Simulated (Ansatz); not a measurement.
Ti (hcp type), DFT, LDA, all-electron LAPW, scalar-relativistic (Ansatz 0.2.0), on 1 thread of Arm Neoverse V1 (shared host).

Command: `ansatz run input.yaml --threads 1 --pin off --max-ram 2048MiB --backend cpu --events-out ev --progress --plain --runs-dir out`

```yaml
crystal:
  lattice:
    - [2.8037907273, 0.0, 0.0]
    - [-1.4018953636, 2.4281539967, 0.0]
    - [0.0, 0.0, 4.4481775756]
  atoms:
    - { symbol: Ti, position: [0.3333333333, 0.6666666667, 0.25] }
    - { symbol: Ti, position: [0.6666666667, 0.3333333333, 0.75] }
kpoints:
  mp_grid: { grid: [15, 15, 8] }
scf:
  occupations: { method: fermi_dirac, width: 0.05 }
hamiltonian:
  xc: lda
  pseudopotentials: { kind: all_electron, lapw: { basis_error: 0.001 } }
output:
  forces: true
  stress: true
  eigenvalues: true
  populations: true
```

Question: How large is the problem that the program sets up?

Answer: 135 irreducible k-points, 263 plane waves at Γ, 16 bands.

Question: About how long does it take?

Answer: 19 s of wall time for 6 SCF iterations. Times on shared machines scatter by tens of per cent.
